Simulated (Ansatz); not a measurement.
## AlPd: computed property card

AlPd:
Space group P2₁3 (No. 198); a = b = c = 4.850 Å, α = β = γ = 90.00°

```
atom  site  symmetry       x       y       z
----  ----  --------  ------  ------  ------
Al      4a       .3.  0.8444  0.8444  0.8444
Pd      4a       .3.  0.1476  0.1476  0.1476
```

Space group P2_13 (No. 198); conventional cell a = 4.8503 Å, b = 4.8503 Å, c = 4.8503 Å, α = 90.00°, β = 90.00°, γ = 90.00°.

Method: DFT-PBEsol in the program Ansatz with PAW potentials. Structure relaxed to zero pressure with the same functional. Other levels are named where they apply.

### Cell and energy

```json
{
  "volume_per_atom": "14.26 Å³",
  "density": "7.77 g/cm³",
  "Formation energy from the elements (no fitted shifts)": "-0.93 eV/atom"
}
```

### Electronic structure

```json
{
  "electronic_character": "metallic (no gap)",
  "Density of states at the Fermi level": "0.23 states/eV per atom (mean over ±0.08 eV)",
  "Gap with spin–orbit coupling": "none (metallic)"
}
```

### Mechanics

```json
{
 "Bulk modulus (Birch–Murnaghan fit)": "166 GPa",
 "Pressure derivative B′": "4.8",
 "Elastic constants (relaxed ions, GPa)": "C11 = 273, C12 = 113, C44 = 70.6",
 "mechanical_stability": "stable (all eigenvalues of C positive)",
 "hill_bulk_and_shear_moduli": "166 and 74.2 GPa",
 "Young's modulus": "194 GPa",
 "Poisson's ratio": "0.31",
 "debye_temperature_from_the_elastic_constants": "424 K"
}
```

### Phonons

```json
{
 "highest_zone_centre_frequency": "344 cm⁻¹",
 "zone_centre_stability": "no imaginary mode at Γ"
}
```

The first step of the workflow began from a Materials Project structure, measured or hypothetical; the Crystallography Open Database copy checked does not list it. With Al and Pd taken as one species the cell has the higher symmetry Pa-3, so it may be an ordered model of a mixed-site phase. Whether it is the stable phase at ambient conditions was not checked. The cell was relaxed with PBEsol under the symmetry of its start. No spin polarisation was allowed. As this level gives no gap, shear constants depend on the k-mesh and smearing (Fermi–Dirac, 0.1 eV here). As this level gives no gap, phonon frequencies hold no LO–TO term and depend on the k-mesh and smearing (Fermi–Dirac, 0.1 eV here). The references are the lowest solids computed at this level, not always the standard phases. Spin–orbit coupling is left out wherever it is not named.

Potentials: the later of the program's two PAW sets.
